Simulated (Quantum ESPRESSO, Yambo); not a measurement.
At a photon energy of 10.50 eV, RPA with local fields on LDA bands shifted by a G0W0 scissor of 2.89 eV (Quantum ESPRESSO and Yambo; 8×8×8 mesh, 61 bands, 4 Ry local-field block, 0.2 eV broadening) gives ε = 3.67 + 5.36i for SrCl2 (fluorite, space group Fm-3m, No. 225), field along x.

Problem. Work out n, κ, the normal-incidence reflectivity, the absorption coefficient and the penetration depth.

Solution. 
|ε| = 6.50; n = √((|ε| + ε1)/2) = 2.25, κ = √((|ε| − ε1)/2) = 1.19. R = ((n − 1)² + κ²)/((n + 1)² + κ²) = 0.25. α = 2Eκ/(ħc) with ħc = 197.327 eV nm: 0.1265 per nm = 13 × 10⁵ per cm, a 1/e depth of 7.9 nm. The computed direct gap is 8.00 eV, and the energy scale of the real crystal may differ from it. Excitonic effects are left out, and values at one energy depend on mesh and broadening. The scissor comes from a G0W0 run whose convergence isn't established. Convergence of the RPA response with its 8×8×8 mesh was not tested.

Geometry relaxed with LDA; primitive cell a = 4.8076 Å, b = 4.8076 Å, c = 4.8076 Å, α = 60.00°, β = 60.00°, γ = 60.00°.
